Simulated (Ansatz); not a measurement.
Cell and atoms are relaxed with the symmetry kept. Start:

```cif
data_structure
_symmetry_space_group_name_H-M 'Pm-3m'
_symmetry_Int_Tables_number 221
_cell_length_a 4.0490
_cell_length_b 4.0490
_cell_length_c 4.0490
_cell_angle_alpha 90.000
_cell_angle_beta 90.000
_cell_angle_gamma 90.000
_cell_volume 66.38
loop_
_atom_site_label
_atom_site_type_symbol
_atom_site_symmetry_multiplicity
_atom_site_Wyckoff_symbol
_atom_site_fract_x
_atom_site_fract_y
_atom_site_fract_z
_atom_site_occupancy
In1 In 1 a 0.00000 0.00000 0.00000 1
Pt1 Pt 3 c 0.50000 0.50000 0.00000 1
```

Method: DFT PBEsol, scalar-relativistic, plane waves, PAW in Ansatz 0.2.0.

Plane waves to 420 eV, a k mesh through Γ of 10×10×10 on the computed 4-atom cell and Gaussian smearing (0.10 eV); no spin polarisation.

**Question.** What does it relax to?

**Answer.** The volume decreases by 0.68 Å³/atom to 15.91 Å³/atom, and the energy falls by 19.1 meV/atom. Final structure:
```
In Pt
1.0
     3.99269    0.00000    0.00000
     0.00000    3.99269    0.00000
     0.00000    0.00000    3.99269
In Pt
1 3
Direct
  0.00000 0.00000 0.00000
  0.50000 0.50000 0.00000
  0.00000 0.50000 0.50000
  0.50000 0.00000 0.50000
```

Course of the relaxation (steps run on the plane waves of an earlier cell, and the basis is chosen afresh near the end, so energy and pressure can step there; trial steps that raised the energy were taken back; energies are free energies):

| step | E − E_final (meV/atom) | P (GPa) | V (Å³/atom) |
| --- | --- | --- | --- |
| 1 | 19.1 | -8.57 | 16.60 |
| 2 | 138.7 | 31.54 | 14.33 |
| 3 | 0.6 | -1.97 | 16.05 |
| 4 | -0.3 | 0.20 | 15.90 |
| 5 | -0.3 | 0.00 | 15.91 |
| 6 | 0.0 | 0.01 | 15.91 |

Spin–orbit coupling is left out, which can shift energies with elements as heavy as these.

Cost: 1 run of about 0.46 core-minutes, on Intel Xeon 6975P-C (Granite Rapids) (shared hosts).